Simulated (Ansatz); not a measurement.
Cl (simple cubic, Pm-3m) at seven volumes, DFT-r²SCAN+D4 in the program Ansatz with PAW potentials, scaled uniformly. One row is withheld.

| V (Å³/atom) | P (GPa) |
|---|---|
| 20.474 | 5.03 |
| 21.149 | 3.04 |
| 21.824 | 1.38 |
| 22.499 | 0.00 |
| 23.174 | -1.15 |
| 23.849 | -2.11 |
| 24.524 | ? |

Question: Fit the shown pressures and predict the withheld one.

Answer: P = (3/2)B₀(x^(7/2) − x^(5/2))[1 + (3/4)(B′ − 4)(x − 1)] with x = (V₀/V)^(2/3). Least squares on the six rows gives V₀ = 22.499 Å³/atom, B₀ = 42.0 GPa, B′ = 5.07. At V = 24.524, x = 0.9442 and P = -2.91 GPa. The run itself gave -2.91 GPa.

A made-up cell: these elements were put on the sites of a structure type; neither database checked (COD, Materials Project) lists it. It is not the usual solid phase (space group No. 64). The cell was relaxed with r²SCAN+D4 under the symmetry of its start. At this level the phase is mechanically unstable. The substance is a gas or liquid at ambient conditions.

Potentials: the later of the program's two PAW sets.
